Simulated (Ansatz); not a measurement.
SnAu:
```cif
data_Au2Sn2
_chemical_formula_sum 'Sn2 Au2'
_space_group_name_H-M_alt 'P63/mmc'
_space_group_IT_number 194
_space_group_name_Hall '-P 6c 2c'
_cell_length_a 4.35864
_cell_length_b 4.35864
_cell_length_c 5.60003
_cell_angle_alpha 90.000
_cell_angle_beta 90.000
_cell_angle_gamma 120.000
loop_
_atom_site_label
_atom_site_type_symbol
_atom_site_symmetry_multiplicity
_atom_site_Wyckoff_symbol
_atom_site_fract_x
_atom_site_fract_y
_atom_site_fract_z
_atom_site_occupancy
Sn1 Sn 2 c 0.33333 0.66667 0.25000 1
Au1 Au 2 a 0.00000 0.00000 0.00000 1
```

Relaxed at zero pressure with the program Ansatz at the r²SCAN level (PAW).

Problem. The volume is raised by 3 % and shape and atoms relax at that volume. What pressure results, and how do the axes share the change?

Solution. -2.3 GPa; a 1.0 %, b 1.0 %, c 0.9 %; the energy rises by 5 meV/atom.

Problem. Give the new structure.

Solution. 
Space group P6₃/mmc (No. 194); a = 4.4044 Å, b = 4.4044 Å, c = 5.6488 Å, α = 90.00°, β = 90.00°, γ = 120.00°

```
atom  site  symmetry       x       y       z
----  ----  --------  ------  ------  ------
Sn      2c      -6m2  0.3333  0.6667  0.2500
Au      2a      -3m.  0.0000  0.0000  0.0000
```

The phase is kept; no other phase was compared at this pressure.

Space group P6_3/mmc (NiAs type). The workflow started from a Materials Project entry (that database holds measured and hypothetical structures alike); the Crystallography Open Database files this formula in space group No. 194, but the cells were not matched. Its standing as an ambient phase is unchecked. Symmetry was held in the r²SCAN relaxation; of distortions, only those at the zone centre were tested. Axis ratios of metals converge slowly with the k-mesh, so a and c are less sure than the volume. Scalar-relativistic: spin–orbit coupling is off unless named, which matters more the heavier the elements.

Potentials: the later of the program's two PAW sets.
